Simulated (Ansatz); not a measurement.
**AlZnNO, first-principles data**

AlZnNO:
```xyz
4
Lattice="3.1385 0.0000 0.0000 -1.5692 2.7180 0.0000 0.0000 0.0000 5.1469" Properties=species:S:1:pos:R:3 pbc="T T T"
Al     0.0000     1.8120     2.5983
Zn     1.5692     0.9060     5.0817
O      0.0000     1.8120     0.7773
N      1.5692     0.9060     3.1232
```

Space group P3m1 (No. 156); conventional cell a = b = 3.1385 Å, c = 5.1469 Å, α = β = 90.00°, γ = 120.00°.

Method: PBEsol (plane waves, PAW; program Ansatz). Geometry: relaxed at this level of theory. Other levels are named where they apply.

### Cell and energy

* **Volume per atom**: 10.98 Å³
* **Density**: 4.63 g/cm³
* **Formation energy from the elements (no fitted shifts)**: -1.50 eV/atom

### Electronic structure

* **Band gap**: 2.24 eV (direct)
* **Valence-band maximum**: at Γ
* **Conduction-band minimum**: at Γ
* **Electron effective mass**: 0.22, 0.27, 0.27 mₑ (principal values)
* **Hole effective mass, band 1 of 2 at the edge**: 5.8 along x, 3.6 along z (mₑ)
* **Hole effective mass, band 2 of 2 at the edge**: 0.28 along x, 3.6 along z (mₑ)
* **HSE06 gap on the PBEsol cell**: 3.84 eV

### Mechanics

- Bulk modulus (Birch–Murnaghan fit): 174 GPa
- Pressure derivative B′: 4.2
- Elastic constants (relaxed ions, GPa): C11 = 283, C12 = 122, C13 = 106, C14 = -1.7, C33 = 333, C44 = 66.1
- Mechanical stability: stable (all eigenvalues of C positive)
- Hill bulk and shear moduli: 174 and 78.9 GPa
- Young's modulus: 206 GPa
- Poisson's ratio: 0.30
- Debye temperature from the elastic constants: 618 K
- Piezoelectric stress constants (proper, relaxed ions, C/m²): e15 = e24 = 0.43, e16 = e21 = 0.03, e22 = -0.03, e31 = e32 = 0.38, e33 = -1.29

### Dielectric response

- Electronic dielectric constant ε∞ (DFPT) = 4.43 (xx = yy), 4.64 (zz)
- Static dielectric constant ε0 (ions relaxed, cell fixed) = 9.01 (xx = yy), 8.43 (zz)
- Born charges (a third of the trace) = Al +2.56, Zn +1.99, O -2.24, N -2.32 e

### Phonons

- Highest zone-centre frequency (without LO–TO term) = 669 cm⁻¹
- Zone-centre stability = no imaginary mode at Γ

The start of the workflow was typed in or built on a structure type; neither database checked (COD, Materials Project) lists it. Its standing as an ambient phase is unchecked. The PBEsol relaxation kept the symmetry of its start. Signs of piezoelectric constants follow the polarity of the cell as given. The references are the lowest solids computed at this level, not always the standard phases (solids in place of the gases).

Potentials: the earlier of the program's two PAW sets. The files were generated under PBE; for other functionals the program regenerates the frozen cores, and for LDA and PBEsol the local potential too.
